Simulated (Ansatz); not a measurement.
## PbS with a Pb vacancy: which input changes reach the field gradients?

Cell: a supercell of PbS (rock salt type, Fm-3m) built from a structure deposited in the COD (the entry's cell lengths or inner coordinates differ somewhat from later room-temperature determinations), with all atoms left at the host's positions.

Space group Fm-3m (No. 225); a = 17.7945 Å.

```csv
site,Wyckoff,site symmetry,x,y,z
Pb1,48h,m.m2,0.1667,0.1667,0.0000
Pb4,32f,.3m,0.3333,0.1667,0.1667
Pb14,24e,4m.m,0.5000,0.5000,0.3333
S27,32f,.3m,0.1667,0.1667,0.1667
S29,24e,4m.m,0.5000,0.5000,0.1667
S31,48i,m.m2,0.5000,0.3333,0.3333
S40,4b,m-3m,0.5000,0.5000,0.5000
```

One atom of each set is listed; the run and its k-mesh use a cell of 53 atoms with edges of 12.58, 12.58, 12.58 Å.

Reference run. All values are calculated (Ansatz; DFT, PBE, plane waves and PAW, scalar-relativistic, 420 eV cutoff, Γ-centred 2×2×2 k-points, Fermi–Dirac smearing 0.01 eV, cell charge -2), not measured.

It gives V_zz (10²¹ V/m²) Pb14 -9.70 (η 0.00), S29 -4.41 (η 0.00), among others. Each of these runs changes the input as listed (caps on SCF iterations aside):

A. scf.occupations.width: 0.01 → not typed; scf.occupations.method: fermi_dirac → tetrahedron_uncorrected; scf.occupations.method: tetrahedron_uncorrected → fermi_dirac; scf.occupations.width: not typed → 0.3
B. hamiltonian.pseudopotentials: {kind: paw} → {kind: nc, accuracy: standard}

Task: Which of these changes matter for the gradients?

Result: 

```json
{"run": "A", "Pb14 V_zz (η)": "-7.99 (0.00)", "S29 V_zz (η)": "-4.24 (0.00)", "largest change of a gradient tensor, all atoms": "1.71", "note": "converged"}
{"run": "B", "Pb14 V_zz (η)": "–", "S29 V_zz (η)": "–", "largest change of a gradient tensor, all atoms": "–", "note": "refused: output.efg without hamiltonian.pseudopotentials.kind: paw|paw_fr|all_electron or hamiltonian.pseudopotentials.kind: all_electron — the all-electron EFG reconstruction …"}
```

Run A moves a gradient tensor by up to 1.71, on Pb14 (V_zz from -9.70 to -7.99); against its own size the tensor moves most on Pb1 among sites above 0.3 (by 1.25, V_zz from 4.82 to 3.57).

On the reference run: The defect repeats with the cell of 53 atoms, so it feels its images: sites between two images don't show the values beside a lone defect, and zeros or small values of η there can come from the images' arrangement. A uniform background compensates the cell's charge. Spin–orbit coupling is left out, which shifts gradients on Pb by a few per cent in wide-gap crystals, and can shift them far more where the calculated gap is small or absent, as here. With a gap of 0.4 eV on this mesh, small gradients can still move by 0.1 × 10²¹ V/m² or more as the k-mesh gets denser. The neighbours have not yet relaxed around the defect (largest force 0.50 eV/Å), so a real crystal will differ.
